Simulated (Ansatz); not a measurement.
# Data sheet: ZrCuGe (DFT)

ZrCuGe:
```cif
data_Cu4Ge4Zr4
_chemical_formula_sum 'Zr4 Cu4 Ge4'
_space_group_name_H-M_alt 'P 1'
_space_group_IT_number 1
_cell_length_a 6.56051
_cell_length_b 3.99495
_cell_length_c 7.38127
_cell_angle_alpha 90.000
_cell_angle_beta 90.000
_cell_angle_gamma 90.000
loop_
_space_group_symop_operation_xyz
  'x, y, z'
loop_
_atom_site_label
_atom_site_type_symbol
_atom_site_fract_x
_atom_site_fract_y
_atom_site_fract_z
_atom_site_occupancy
Zr1 Zr 0.00912 0.25000 0.80363 1
Zr2 Zr 0.99088 0.75000 0.19637 1
Zr3 Zr 0.49088 0.75000 0.30363 1
Zr4 Zr 0.50912 0.25000 0.69637 1
Cu1 Cu 0.17223 0.25000 0.42204 1
Cu2 Cu 0.82777 0.75000 0.57796 1
Cu3 Cu 0.32777 0.75000 0.92204 1
Cu4 Cu 0.67223 0.25000 0.07796 1
Ge1 Ge 0.77842 0.25000 0.40069 1
Ge2 Ge 0.22158 0.75000 0.59931 1
Ge3 Ge 0.72158 0.75000 0.90069 1
Ge4 Ge 0.27842 0.25000 0.09931 1
```

Space group Pnma (No. 62); conventional cell a = 6.5605 Å, b = 3.9950 Å, c = 7.3813 Å, α = 90.00°, β = 90.00°, γ = 90.00°.

Method: r²SCAN in the plane-wave PAW code Ansatz. Geometry: relaxed at this level of theory. Other levels are named where they apply.

Cell and energy:

```yaml
volume_per_atom: 16.12 Å³
density: 7.81 g/cm³
Formation energy from the elements (no fitted shifts): -62 kJ/mol of atoms
```

Electronic structure:

```yaml
electronic_character: metallic (no gap)
Density of states at the Fermi level: 0.41 states/eV per atom (mean over ±0.08 eV)
```

The first step of the workflow began from a Materials Project structure, measured or hypothetical; the Crystallography Open Database copy checked does not list it. Whether it is the stable phase at ambient conditions was not checked. The cell was relaxed with r²SCAN under the symmetry of its start; whether a distortion lowers the energy is not shown. The run is not spin-polarised. The references are the lowest solids computed at this level, not always the standard phases. Scalar-relativistic: spin–orbit coupling is off unless named, which matters more the heavier the elements.

Potentials: the earlier of the program's two PAW sets.
